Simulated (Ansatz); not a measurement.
Input and command of a plane-wave DFT calculation in Ansatz:

```yaml
crystal:
  lattice:
    - [0.0, 2.03, 2.06045]
    - [2.03, 0.0, 2.06045]
    - [2.03, 2.03, 0.0]
  atoms:
    - { symbol: W, position: [0.0, 0.0, 0.0] }
basis:
  ecutwfc: 420
kpoints:
  mp_grid: { grid: [20, 20, 20] }
hamiltonian:
  xc: pbesol
scf:
  occupations: { method: gaussian, width: 0.15 }
output:
  forces: true
  stress: true
  eigenvalues: true
```

```bash
ansatz run input.yaml --threads 1 --pin off --max-ram 2560MiB --backend cpu --events-out ev --progress --plain --runs-dir out
```

Processor: Intel(R) Xeon(R) Processor @ 2.70GHz, 1 thread, on a host shared with other jobs.

Question: How long does it run, and how much memory does it take?

Answer: About 8.3 s on 1 thread of Intel(R) Xeon(R) Processor @ 2.70GHz (shared host), peak memory 0.42 GiB. It solves 11 bands at 641 k points (the mesh reduced by symmetry) with about 331 plane waves, in 6 SCF iterations.
